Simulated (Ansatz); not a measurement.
Values for one crystal, relaxed and computed with plane-wave PAW r²SCAN (Ansatz code); other levels are named.

- Volume per atom = 17.54 Å³
- Band gap = 3.84 eV (indirect)
- Young's modulus = 30.4 GPa
- Formation energy from the elements (no fitted shifts) = 0.81 eV/atom
- HSE06 gap on the r²SCAN cell = 4.69 eV
- Electron effective mass = 1.3, 1.3, 4.8 mₑ (principal values)
- Bulk modulus (Birch–Murnaghan fit) = 108 GPa

Which compound is it?
A. Si2Mo, P6_222 (Si on 6j, Mo on 3d)
B. Si3N4, P6_3/m (Si on 6h, N on 2d, N on 6h)
C. SiC, 4H polytype
D. SiC4, Pn-3m (Si on 2a, C on 8e)

D, SiC4, Pn-3m (Si on 2a, C on 8e)

The start of the workflow was typed in or built on a structure type; neither database checked (COD, Materials Project) lists it. Its standing as an ambient phase is unchecked. The cell was relaxed with r²SCAN under the symmetry of its start; whether a distortion lowers the energy is not shown. Its formation energy is positive at this level, so the cell may be metastable or incomplete. The references are the lowest solids computed at this level, not always the standard phases.

Potentials: the earlier of the program's two PAW sets.
